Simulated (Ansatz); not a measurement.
Rb$_{2}$NaScCl$_{6}$:
```
CELL_PARAMETERS angstrom
      0.00000     5.18522     5.18522
      5.18522     0.00000     5.18522
      5.18522     5.18522     0.00000
ATOMIC_POSITIONS crystal
  Rb 0.75000 0.75000 0.75000
  Rb 0.25000 0.25000 0.25000
  Na 0.50000 0.50000 0.50000
  Sc 0.00000 0.00000 0.00000
  Cl 0.76075 0.23925 0.23925
  Cl 0.23925 0.76075 0.76075
  Cl 0.23925 0.76075 0.23925
  Cl 0.76075 0.23925 0.76075
  Cl 0.23925 0.23925 0.76075
  Cl 0.76075 0.76075 0.23925
```

Relaxed with r²SCAN. Special points in fractions of this cell's reciprocal vectors: Γ (0.000, 0.000, 0.000); X (0.500, 0.000, 0.500); U (0.625, 0.250, 0.625); K (0.375, 0.375, 0.750); L (0.500, 0.500, 0.500); W (0.500, 0.250, 0.750).

### Question
List the band energies nearest the valence-band maximum at these points for plane-wave PAW r²SCAN with spin–orbit coupling (Ansatz code).

### Answer
In eV from the valence-band maximum; about four levels below and three above (degenerate sets whole), none deeper than 8.9 eV; points with the same levels are listed once.

| k | below | above |
|---|---|---|
| Γ | 0.00 0.00 0.00 0.00 | 4.36 4.36 4.36 4.36 |
| X | -0.46 -0.46 -0.04 -0.04 | 4.38 4.38 4.66 4.66 |
| U | -0.47 -0.47 -0.15 -0.15 | 4.44 4.44 4.61 4.61 |
| L | -0.33 -0.33 -0.26 -0.26 | 4.45 4.45 4.52 4.52 |
| W | -0.29 -0.29 -0.27 -0.27 | 4.51 4.51 4.53 4.53 |

Space group Fm-3m. The workflow started from a Materials Project entry (that database holds measured and hypothetical structures alike); the Crystallography Open Database copy checked does not list it. Its standing as an ambient phase is unchecked. The r²SCAN relaxation kept the symmetry of its start; whether a distortion lowers the energy is not shown. No spin polarisation was allowed.

Potentials: the later of the program's two PAW sets.
